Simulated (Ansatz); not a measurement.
**¹¹⁹Sn Mössbauer parameters in SnSe**

Cell: a computed structure from the Materials Project (it need not be an observed phase), its atoms then relaxed with r2SCAN in this cell.

Space group Pnma (No. 62); a = 11.6645, b = 4.1263, c = 4.7009 Å.

| site | Wyckoff | site symmetry | x | y | z |
| --- | --- | --- | --- | --- | --- |
| Sn | 4c | .m. | 0.6197 | 0.7500 | 0.3740 |
| Se | 4c | .m. | 0.1479 | 0.2500 | 0.5122 |

One atom of each set is listed.

Level of theory: DFT, r2SCAN, plane waves and PAW, scalar-relativistic, 500 eV cutoff, Γ-centred 3×8×7 k-points, Fermi–Dirac smearing 0.01 eV (Ansatz 0.2.0).

Isomer shifts (against SnO₂) follow from the electron density at the nucleus, δ = α(ρ − ρ₀), with α = 0.093 mm s⁻¹ a₀³ and ρ₀ = 183072.84 a₀⁻³ from a line fitted to 8 measured compounds at this level of theory (rms miss 0.14 mm/s). ΔE_Q = ½eQV_zz(1 + η²/3)^½ with Q = -0.132 b for the 23.9 keV state.

**Question.** Where do the absorption lines lie?

**Answer.** Sn (4 atoms a cell): δ = 3.30, |ΔE_Q| = 1.00 mm/s, a doublet at 2.80 and 3.80 mm/s.

Without spin–orbit coupling (the program notes it for Sn) the gradients can shift somewhat, as the gap is small. With these PAW files V_zz is typically within 2 to 3 % of all-electron values, but misses above 10 % occur on Sn. Shifts outside the range of the fitted compounds (-0.5 to 3.2 mm/s for Sn) are extrapolations.

The relaxation (3 steps) took 12 min of wall time (12 min of CPU time) and 1.5 GiB at its peak, on 1 thread of Arm Neoverse N1 (aarch64; 36 cores open to the job, memory cap 3.0 GiB, no GPU), a shared host with a load of 0.9 a core.
